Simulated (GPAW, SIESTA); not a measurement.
Given: the input of a run of SIESTA 5.4.2 on In3SbTe4. The cell comes from a database or a generator and needn't be the stable form of this composition.

File In3SbTe4.fdf:

```
SystemName                      In3SbTe4
SystemLabel                     In3SbTe4
NumberOfSpecies                 3
NumberOfAtoms                   8
%block ChemicalSpeciesLabel
  1  52 Te
  2  51 Sb
  3  49 In
%endblock ChemicalSpeciesLabel

LatticeConstant                 1.0 Ang
%block LatticeVectors
    -4.1701150000     4.1701150000     3.6065670000
     4.1701150000    -4.1701150000     3.6065670000
     4.1701150000     4.1701150000    -3.6065670000
%endblock LatticeVectors
AtomicCoordinatesFormat         Fractional
%block AtomicCoordinatesAndAtomicSpecies
     0.4409510000     0.5590490000     0.5000000000  1  Te
     0.0590490000     0.9409510000     0.5000000000  1  Te
     0.5590490000     0.0590490000     0.1180980000  1  Te
     0.9409510000     0.4409510000     0.8819020000  1  Te
     0.0000000000     0.0000000000     0.0000000000  2  Sb
     0.0000000000     0.5000000000     0.5000000000  3  In
     0.5000000000     0.0000000000     0.5000000000  3  In
     0.5000000000     0.5000000000     0.0000000000  3  In
%endblock AtomicCoordinatesAndAtomicSpecies

%block kgrid.MonkhorstPack
    5   0   0  0.0
    0   5   0  0.0
    0   0   5  0.0
%endblock kgrid.MonkhorstPack
XC.Functional                   GGA
XC.Authors                      PBEsol
PAO.BasisSize                   DZP
PAO.EnergyShift                 0.003 Ry
Mesh.Cutoff                     500 Ry
OccupationFunction              FD
ElectronicTemperature           0.05 eV
MaxSCFIterations                120
SCF.MustConverge                false
SCF.Mixer.Method                Pulay
SCF.Mixer.Weight                0.25
SCF.Mixer.History               8
SCF.DM.Tolerance                5.0e-05
SCF.H.Tolerance                 1.0e-03 eV
WriteForces                     true
Charge.Mulliken                 end
%block PAO.Basis
  Te 4
  n=5 0 2
    5.613 0.000
  n=5 1 2
    7.253 0.000
  n=4 2 2
    3.260 0.000
  n=5 2 1
    7.253
  Sb 4
  n=5 0 2
    5.972 0.000
  n=5 1 2
    7.842 0.000
  n=4 2 2
    3.490 0.000
  n=5 2 1
    7.842
  In 4
  n=5 0 2
    6.955 0.000
  n=5 1 2
    9.500 0.000
  n=4 2 2
    4.114 0.000
  n=5 2 1
    9.500
%endblock PAO.Basis
```

Potentials or basis: PseudoDojo 0.4 standard (PBEsol files), converted to PSML, two zetas on semicore shells, DZP (energy shift 0.003 Ry; two zetas on semicore shells).

Run with:

```bash
$ siesta In3SbTe4.fdf > In3SbTe4.out 2>&1
```

Translate it to GPAW 26.7.0 (ASE script). Potentials or basis there: PAW data sets generated for this functional, cutoff 600 eV.

As run (cutoffs and basis follow the program's own potentials, and thresholds, step limits or extra output files can differ):

The input run.py:

```python
from ase import Atoms
from ase.dft.bandgap import bandgap
from ase.io import write
from ase.units import GPa
from gpaw import GPAW, PW, setup_paths

setup_paths.insert(0, '.')

atoms = Atoms(['Te', 'Te', 'Te', 'Te', 'Sb', 'In', 'In', 'In'],
              cell=[[-4.170115, 4.170115, 3.606567],
                    [4.170115, -4.170115, 3.606567],
                    [4.170115, 4.170115, -3.606567]],
              scaled_positions=[[0.440951, 0.559049, 0.5],
                                [0.059049, 0.940951, 0.5],
                                [0.559049, 0.059049, 0.118098],
                                [0.940951, 0.440951, 0.881902],
                                [0.0, 0.0, 0.0],
                                [0.0, 0.5, 0.5],
                                [0.5, 0.0, 0.5],
                                [0.5, 0.5, 0.0]],
              pbc=True)

calc = GPAW(mode=PW(600),
            xc='PBEsol',
            kpts={'size': (5, 5, 5), 'gamma': True},
            occupations={'name': 'fermi-dirac', 'width': 0.05},
            nbands=61,
            convergence={'density': 1e-05, 'energy': 1e-05},
            maxiter=150,
            txt='gpaw.txt')
atoms.calc = calc
energy = atoms.get_potential_energy()
forces = atoms.get_forces()
stress = atoms.get_stress()
calc.write('gs.gpw')
write('result.traj', atoms)
print(f'Energy: {energy:.6f} eV')
print('Forces (eV/A):')
print(forces.round(4))
print('Stress (GPa):', (stress / GPa).round(3))
print('Fermi level:', round(calc.get_fermi_level(), 4), 'eV')
print(f'Gap: {bandgap(calc)[0]:.4f} eV, direct: {bandgap(calc, direct=True)[0]:.4f} eV')
```

Potentials or basis: PAW data sets generated in the run's folder for this functional, pw.

The run is started by

```sh
$ gpaw-setup -f PBEsol In Sb Te
$ OMP_NUM_THREADS=1 python run.py
```

Both were run:

|  | SIESTA | GPAW |
| --- | --- | --- |
| Pressure | -1.8 GPa | -2.7 GPa |

The potentials hold 118 and 78 valence electrons a cell.

Pressure is positive in compression.
